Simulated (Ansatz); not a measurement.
Property card for TePd

TePd:
Space group Cmcm (No. 63); a = 3.8797 Å, b = 10.7301 Å, c = 3.9985 Å, α = β = γ = 90.00°

| atom | site | symmetry | x | y | z |
|---|---|---|---|---|---|
| Te | 4c | m2m | 0.0000 | 0.3584 | 0.2500 |
| Pd | 4c | m2m | 0.0000 | 0.1040 | 0.2500 |
(The calculation used a cell of 4 atoms; values per cell refer to that cell.)

Space group Cmcm (No. 63); conventional cell a = 3.880 Å, b = 10.730 Å, c = 3.999 Å, α = 90.00°, β = 90.00°, γ = 90.00°.

Method: DFT-r²SCAN in the program Ansatz with PAW potentials. The cell and atoms are relaxed at this level. Other levels are named where they apply.

Cell and energy:

| Item | Result |
|---|---|
| Volume per atom | 20.81 Å³ |
| Density | 9.34 g/cm³ |
| Formation energy from the elements (no fitted shifts) | -0.23 eV/atom |

Electronic structure:

| Quantity | Value |
|---|---|
| Electronic character | metallic (no gap) |
| Density of states at the Fermi level | 0.58 states/eV per atom (mean over ±0.08 eV) |

Mechanics:

| Property | Result |
|---|---|
| Bulk modulus (Birch–Murnaghan fit) | 89.1 GPa |
| Pressure derivative B′ | 7.8 |

Charges:

| Property | Result |
|---|---|
| Bader charges | Te +0.14, Pd -0.14 e |

The start of the workflow was typed in or built on a structure type; neither database checked (COD, Materials Project) lists it. COD files the formula under space group No. 194. Whether it is the stable phase at ambient conditions was not checked. The r²SCAN relaxation kept the symmetry of its start; whether a distortion lowers the energy is not shown. The run is not spin-polarised. The references are the lowest solids computed at this level, not always the standard phases. Scalar-relativistic: spin–orbit coupling is off unless named, which matters more the heavier the elements.

Potentials: the later of the program's two PAW sets.
